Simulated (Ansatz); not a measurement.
A geometry of Bi away from equilibrium: step 2 of the relaxation of a relaxed Bi cell displaced along its unstable phonon at q = (½, ½, 0) of its primitive reciprocal cell (49i cm⁻¹), largest move 0.15 Å. Computed with PBE (plane waves to 420 eV, PAW, scalar-relativistic; Ansatz, a quantum-chemistry and plane-wave program). Γ-centred k-mesh 5×5×5 on the run's cell (coarser than for final values), Fermi–Dirac smearing 0.05 eV.

```
CELL_PARAMETERS angstrom
     12.72935     0.00000     0.00000
      6.36468     6.37147     0.00000
      0.00000     0.00000     6.40298
ATOMIC_POSITIONS crystal
  Bi 0.12540 0.00000 0.48802
  Bi 0.62540 0.00000 0.51198
  Bi 0.37460 0.00000 0.51198
  Bi 0.87460 0.00000 0.48802
  Bi 0.73108 0.53784 0.25072
  Bi 0.26892 0.46216 0.25072
  Bi 0.76892 0.46216 0.74928
  Bi 0.23108 0.53784 0.74928
  Bi 0.12519 0.24962 0.00000
  Bi 0.62519 0.24962 0.00000
  Bi 0.87481 0.75038 0.00000
  Bi 0.37481 0.75038 0.00000
  Bi 0.00000 0.00000 0.02243
  Bi 0.50000 0.00000 0.97757
  Bi 0.00000 0.50000 0.50000
  Bi 0.50000 0.50000 0.50000
```

Which atoms carry the largest force, and which way does it point?

0.31 eV/Å, on Bi5, Bi6, Bi7, Bi8 (atoms numbered as listed); on Bi5 its components are (0.00, 0.31, 0.03).

What is the pressure?

+0.1 GPa, compression positive.

How much energy per atom can still be gained by relaxing?

0.04 eV/atom; the path ends in Cmme (No. 67).

No spin polarisation in the result.

The run could not lose the symmetry of its start: the end is stationary, and may be a saddle point rather than a minimum.

The end of the path is a generated cell of Bi: the first start was made by placing the elements on the sites of a structure type, and the end was not matched to a known phase here, so it may be hypothetical. Known forms of Bi include space group No. 166.
